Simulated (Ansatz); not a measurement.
Given:

Ag:
```
CELL_PARAMETERS angstrom
      2.68444     0.00000     0.00000
      0.00000     2.68444     0.00000
      0.00000     0.00000     2.68444
ATOMIC_POSITIONS crystal
  Ag 0.00000 0.00000 0.00000
```

This is the PBEsol-relaxed structure.

Task: All from PBEsol (plane waves, PAW; program Ansatz), unless another level is named. Predict the bulk modulus (Birch–Murnaghan fit).

Result: 88.5 GPa.

Task: Predict the elastic constants (relaxed ions, GPa).

Result: C11 = 239, C12 = 13.5, C44 = -15.3.

Space group Pm-3m (simple cubic). A made-up cell: these elements were put on the sites of a structure type; neither database checked (COD, Materials Project) lists it. It is not the phase usual at ambient conditions (space group No. 225). The PBEsol relaxation kept the symmetry of its start. At this level the phase is mechanically unstable. The run is not spin-polarised. As this level gives no gap, shear constants depend on the k-mesh and smearing (Fermi–Dirac, 0.1 eV here).

Potentials: the later of the program's two PAW sets.
